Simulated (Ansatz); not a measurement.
Question: Hf (hcp (Mg type), P6_3/mmc) is relaxed with PBE+D3(BJ) (plane waves, PAW; program Ansatz). What lattice parameters of the conventional cell result?

Answer: a = 3.171 Å, c = 5.017 Å.

The cell was relaxed with PBE+D3(BJ) under the symmetry of its start. The run is not spin-polarised. The pairwise dispersion correction was not fitted to metals. Axis ratios of metals converge slowly with the k-mesh, so a and c are less sure than the volume. Scalar-relativistic: spin–orbit coupling is off unless named, which matters more the heavier the elements.

Potentials: the later of the program's two PAW sets.
